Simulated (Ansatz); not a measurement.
Ti:
```
Ti
1.0
    4.56880     0.00000     0.00000
   -2.28440     3.95669     0.00000
    0.00000     0.00000     2.82465
Ti
3
Direct
  0.00000   0.00000   0.00000
  0.33333   0.66667   0.50000
  0.66667   0.33333   0.50000
```

Relaxed with r²SCAN. Special points in fractions of this cell's reciprocal vectors: Γ (0.000, 0.000, 0.000); M (0.500, 0.000, 0.000); K (0.333, 0.333, 0.000); A (0.000, 0.000, 0.500); L (0.500, 0.000, 0.500); H (0.333, 0.333, 0.500).

List the band energies nearest the Fermi level at these points for plane-wave PAW r²SCAN (Ansatz code).

In eV from the Fermi level; about four levels below and three above (degenerate sets whole), none deeper than 8.9 eV; points with the same levels are listed once.

```tsv
k	below	above
Γ	-0.79 -0.79 -0.77 -0.77	0.02 0.81 1.43 1.43
M	-2.77 -0.42 -0.35 -0.35	0.08 0.63 0.94
K	-3.39 -3.39 -0.28 -0.28 -0.10	0.19 0.32 0.32
A	-2.20 -2.20 -1.98 -1.79 -1.79	1.13 1.13 1.38 1.38
L	-1.82 -1.28 -0.85 -0.75	0.45 0.91 0.92
H	-1.55 -1.55 -1.26 -1.26 -1.08	0.72 0.72 0.88 0.88
```

Space group P6/mmm. This is a known high-pressure phase of the composition, computed here at zero pressure and temperature. The r²SCAN relaxation kept the symmetry of its start; its stability against distortions is not shown here. The run is not spin-polarised.

Potentials: the earlier of the program's two PAW sets.
